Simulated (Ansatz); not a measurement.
Total density of states per atom from DFT-r²SCAN in the program Ansatz with PAW potentials, in 0.25 eV bins, energy from the Fermi level:

```csv
E (eV),states/eV/atom
-7.10,0.00
-6.85,0.03
-6.60,0.08
-6.35,0.17
-6.10,0.14
-5.85,0.20
-5.60,2.92
-5.35,7.80
-5.10,2.57
-4.85,0.24
-4.60,0.23
-4.35,0.26
-4.10,0.30
-3.85,0.28
-3.60,0.38
-3.35,0.36
-3.10,0.20
-2.85,0.23
-2.60,0.25
-2.35,0.31
-2.10,0.34
-1.85,0.42
-1.60,0.43
-1.35,0.21
-1.10,0.39
-0.85,0.49
-0.60,0.49
-0.35,0.83
-0.10,0.84
0.15,0.80
0.40,0.72
0.65,0.57
0.90,0.48
1.15,0.54
1.40,1.04
1.65,0.77
1.90,0.67
2.15,0.63
2.40,0.96
2.65,0.66
2.90,0.38
3.15,0.28
3.40,0.41
3.65,0.50
3.90,0.97
4.15,0.75
4.40,0.88
4.65,1.05
```

**Question.** Which of these materials gives this?
(A) MgB2, MoSi2 or CaC2 type
(B) YMgAg, P-62m (Y on 3g, Ag on 2c, Ag on 1b, Mg on 3f)
(C) NaAg2, cubic Laves (MgCu2 type)
(D) MgO, rock salt

**Answer.** B, YMgAg, P-62m (Y on 3g, Ag on 2c, Ag on 1b, Mg on 3f). Within 0.5 eV of the Fermi level: Y 4d 61 %, outside the projected shells 27 %. Projections are on Löwdin-orthogonalised atomic valence shells; empty p or d shells of many metals are not among them.

The workflow started from an entry of the Crystallography Open Database (COD). Its standing as an ambient phase is unchecked. Symmetry was held in the r²SCAN relaxation; its stability against distortions is not shown here. The run is not spin-polarised. Spin–orbit coupling is left out wherever it is not named.

Potentials: the later of the program's two PAW sets.
